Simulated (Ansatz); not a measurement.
The relaxed structure here is a generated cell of SnTe: the first start was made by placing the elements on the sites of a structure type, and the end was not matched to a known phase here, so it may be hypothetical. Known forms of SnTe include space group No. 225.

A relaxed cell of SnTe (I2₁3 (No. 199)), relaxed on a k-mesh at least as fine as the one used below. Calculation: r2SCAN (plane waves to 500 eV, PAW, scalar-relativistic; Ansatz, a quantum-chemistry and plane-wave program). Γ-centred k-mesh 4×4×4 on the run's cell (coarser than for final values), Fermi–Dirac smearing 0.05 eV.

```
SnTe
1.0
   -4.02398     4.02398     4.02398
    4.02398    -4.02398     4.02398
    4.02398     4.02398    -4.02398
Sn Te
4 4
Cartesian
  3.84246   3.84246   3.84246
  0.18153   4.20551  -0.18153
  4.20551  -0.18153   0.18153
 -0.18153   0.18153   4.20551
  2.14096   2.14096   2.14096
  1.88302   5.90700  -1.88302
  5.90700  -1.88302   1.88302
 -1.88302   1.88302   5.90700
```

The atoms are displaced by (Å):

```
atom      ux     uy      uz
----  ------  -----  ------
Sn1    0.134  0.044  -0.021
Sn2   -0.035  0.009  -0.022
Sn3   -0.041  0.058  -0.022
Sn4    0.058  0.067  -0.028
Te5    0.026  0.063  -0.115
Te6   -0.048  0.018  -0.007
Te7   -0.015  0.052   0.112
Te8   -0.004  0.051  -0.129
```

**Question.** What forces (eV/Å) and pressure result?

**Answer.** 
```json
[
 {"atom": "Sn1", "Fx": "-0.02", "Fy": "-0.17", "Fz": "-0.23"},
 {"atom": "Sn2", "Fx": "0.07", "Fy": "-0.04", "Fz": "0.01"},
 {"atom": "Sn3", "Fx": "0.15", "Fy": "-0.06", "Fz": "0.19"},
 {"atom": "Sn4", "Fx": "-0.02", "Fy": "-0.08", "Fz": "-0.02"},
 {"atom": "Te5", "Fx": "0.09", "Fy": "0.11", "Fz": "0.33"},
 {"atom": "Te6", "Fx": "0.08", "Fy": "0.06", "Fz": "-0.19"},
 {"atom": "Te7", "Fx": "-0.23", "Fy": "0.03", "Fz": "-0.26"},
 {"atom": "Te8", "Fx": "-0.12", "Fy": "0.16", "Fz": "0.17"}
]
```

Pressure -0.3 GPa.

The undisplaced cell is probably no minimum: from this displacement the run went on to P1 (No. 1), 0.26 eV/atom below it.

No spin polarisation in the result.
